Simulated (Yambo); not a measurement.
A G0W0@PBEsol run in Yambo for K₂Te (anti-fluorite, space group Fm-3m, No. 225) under isotropic strain of -3 % on all lattice vectors (2×2×2 Γ-centred k mesh, 189 bands and a 7 Ry block in the screening, 189 bands in G with the Bruneval-Gonze terminator, plasmon pole fitted at 27.2 eV) gives these matrix elements, in eV, at the band edges (X → Γ):

```tsv
state	E0	<Vxc>	<Σx>	<Σc(E0)>	Z
valence edge	0.000	-11.118	-14.363	1.314	0.807
conduction edge	2.365	-6.646	-3.227	-3.155	0.839
```

Solve the linearised quasiparticle equation for both states, give the gap, and say how exchange and correlation each act on it.

E = E0 + Z(Σx + Σc − Vxc). Valence: 0.000 + 0.807 × (-14.363 + (1.314) − (-11.118)) = -1.56 eV. Conduction: 2.365 + 0.839 × (-3.227 + (-3.155) − (-6.646)) = 2.59 eV. The gap is 4.15 eV, against 2.37 eV in PBEsol. Replacing Vxc by bare exchange alone would open it by 6.66 eV; correlation takes back 4.47 eV of that, and Z scales what is left. Convergence of the G0W0 settings was not tested. The k mesh is coarse. Spin-orbit coupling is left out, which matters for elements this heavy: edges can move by tenths of an eV.

The standard potential for Te keeps a d shell in the valence without the s and p states of that shell. In tests on such compounds this moved G0W0 gaps by up to about 0.9 eV, so absolute quasiparticle energies here are unreliable; differences between settings are what counts.

Geometry strained from the cell relaxed with PBEsol, atoms relaxed again; primitive cell a = b = c = 5.548 Å, α = β = γ = 60.00°.
